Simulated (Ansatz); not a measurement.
NbSi$_{2}$:
```
NbSi2
1.0
    4.76913     0.00000     0.00000
   -2.38457     4.13019     0.00000
    0.00000     0.00000     6.57149
Nb Si
3 6
Direct
  0.50000   0.00000   0.50000
  0.50000   0.50000   0.83333
  0.00000   0.50000   0.16667
  0.15949   0.31898   0.50000
  0.84051   0.15949   0.83333
  0.68102   0.84051   0.16667
  0.84051   0.68102   0.50000
  0.15949   0.84051   0.83333
  0.31898   0.15949   0.16667
```

This is the PBEsol-relaxed structure. Tensor components refer to the Cartesian frame of this cell.

Task: All from plane-wave PAW PBEsol (Ansatz code), unless another level is named. Estimate the bulk modulus (Birch–Murnaghan fit).

Result: 186 GPa.

Task: Predict the highest zone-centre frequency.

Result: 398 cm⁻¹.

Task: And the elastic constants (relaxed ions, GPa)?

Result: C11 = 373, C12 = 73.2, C13 = 85.2, C33 = 461, C44 = 138.

Space group P6_222. The cell was relaxed with PBEsol under the symmetry of its start; of distortions, only those at the zone centre were tested. The run is not spin-polarised. As this level gives no gap, shear constants depend on the k-mesh and smearing (Fermi–Dirac, 0.1 eV here). As this level gives no gap, phonon frequencies hold no LO–TO term and depend on the k-mesh and smearing (Fermi–Dirac, 0.1 eV here).

Potentials: the later of the program's two PAW sets.
